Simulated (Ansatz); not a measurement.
ZrO2:
```cif
data_O8Zr4
_chemical_formula_sum 'Zr4 O8'
_space_group_name_H-M_alt 'Pca21'
_space_group_IT_number 29
_space_group_name_Hall 'P 2c -2ac'
_cell_length_a 5.25661
_cell_length_b 5.05004
_cell_length_c 5.07030
_cell_angle_alpha 90.000
_cell_angle_beta 90.000
_cell_angle_gamma 90.000
loop_
_atom_site_label
_atom_site_type_symbol
_atom_site_symmetry_multiplicity
_atom_site_Wyckoff_symbol
_atom_site_fract_x
_atom_site_fract_y
_atom_site_fract_z
_atom_site_occupancy
Zr1 Zr 4 a 0.03135 0.26722 0.24732 1
O1 O 4 a 0.36716 0.07004 0.10867 1
O2 O 4 a 0.23205 0.53819 0.00001 1
```

Relaxed with PBEsol.

Problem. Which orbitals make up the states near the band edges in plane-wave PAW PBEsol (Ansatz code)?

Solution. Top 1 eV of the valence band: O 2p 92 %. Bottom 1 eV of the conduction band: Zr 4d 86 %, O 2p 10 %. Projections are on Löwdin-orthogonalised atomic valence shells; empty p or d shells of many metals are not among them.

Problem. Tabulate the density of states.

Solution. States/eV per cell of 12 atoms, in 0.25 eV bins, energy from the valence-band maximum.

```csv
E (eV),total,O 2p,Zr 4d,O 2s
-5.45,0.00,0.00,0.00,0.00
-5.20,0.91,0.60,0.25,0.00
-4.95,5.09,3.43,1.33,0.03
-4.70,8.19,5.58,2.22,0.04
-4.45,10.49,7.17,2.90,0.05
-4.20,12.88,8.83,3.57,0.06
-3.95,9.51,6.78,2.27,0.08
-3.70,7.84,5.69,1.78,0.06
-3.45,8.61,6.45,1.71,0.08
-3.20,8.50,6.56,1.42,0.11
-2.95,8.39,6.66,1.23,0.11
-2.70,9.63,7.70,1.38,0.13
-2.45,7.30,5.90,1.05,0.08
-2.20,11.58,9.55,1.46,0.13
-1.95,11.46,9.61,1.39,0.10
-1.70,9.71,8.31,1.04,0.07
-1.45,13.17,11.49,1.19,0.09
-1.20,9.68,8.60,0.73,0.07
-0.95,9.78,8.79,0.67,0.06
-0.70,12.44,11.40,0.69,0.06
-0.45,11.27,10.56,0.45,0.04
-0.20,5.45,5.19,0.15,0.02
0.05,0.12,0.12,0.00,0.00
0.30,0.00,0.00,0.00,0.00
0.55,0.00,0.00,0.00,0.00
0.80,0.00,0.00,0.00,0.00
1.05,0.00,0.00,0.00,0.00
1.30,0.00,0.00,0.00,0.00
1.55,0.00,0.00,0.00,0.00
1.80,0.00,0.00,0.00,0.00
2.05,0.00,0.00,0.00,0.00
2.30,0.00,0.00,0.00,0.00
2.55,0.00,0.00,0.00,0.00
2.80,0.00,0.00,0.00,0.00
3.05,0.00,0.00,0.00,0.00
3.30,0.00,0.00,0.00,0.00
3.55,0.00,0.00,0.00,0.00
3.80,0.75,0.06,0.66,0.01
4.05,6.80,0.64,5.94,0.07
4.30,8.46,0.90,7.25,0.10
4.55,9.90,0.97,8.58,0.10
4.80,7.55,0.85,6.41,0.10
5.05,7.34,0.92,6.03,0.14
5.30,9.61,1.37,7.59,0.25
5.55,11.82,1.79,9.19,0.36
5.80,4.92,0.62,3.84,0.25
6.05,6.71,0.79,5.17,0.45
6.30,6.30,0.79,4.76,0.42
6.55,7.90,1.26,5.77,0.46
6.80,6.64,1.14,4.66,0.41
7.05,3.66,0.65,2.44,0.24
7.30,5.20,0.92,3.40,0.41
7.55,9.39,1.65,6.31,0.78
7.80,7.52,1.39,4.87,0.63
8.05,7.87,1.58,4.97,0.60
8.30,4.22,0.90,2.53,0.29
8.55,5.78,1.31,3.55,0.31
```

Space group Pca2_1. The cell was relaxed with PBEsol under the symmetry of its start. No spin polarisation was allowed. Scalar-relativistic: spin–orbit coupling is off unless named, which matters more the heavier the elements.

Potentials: the later of the program's two PAW sets.
